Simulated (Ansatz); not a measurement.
Consider the following.

CsPbBr3:
Space group Pm-3m (No. 221); a = 5.764 Å, b = 5.764 Å, c = 5.764 Å, α = 90.00°, β = 90.00°, γ = 90.00°

```tsv
atom	site	symmetry	x	y	z
Cs	1a	m-3m	0.0000	0.0000	0.0000
Pb	1b	m-3m	0.5000	0.5000	0.5000
Br	3c	4/mm.m	0.0000	0.5000	0.5000
```

This is the LDA-relaxed structure.

Question: All from LDA (plane waves, PAW; program Ansatz), unless another level is named. Estimate the Debye temperature from the elastic constants.

Answer: 136 K.

Question: Predict the elastic constants (relaxed ions, GPa).

Answer: C11 = 61.7, C12 = 7.1, C44 = 3.7.

This is a known high-temperature phase of the composition, computed here at zero pressure and temperature. The LDA relaxation kept the symmetry of its start; of distortions, only those at the zone centre were tested, and some modes there are weakly imaginary. Scalar-relativistic: spin–orbit coupling is off unless named, which matters more the heavier the elements.

Potentials: the later of the program's two PAW sets.
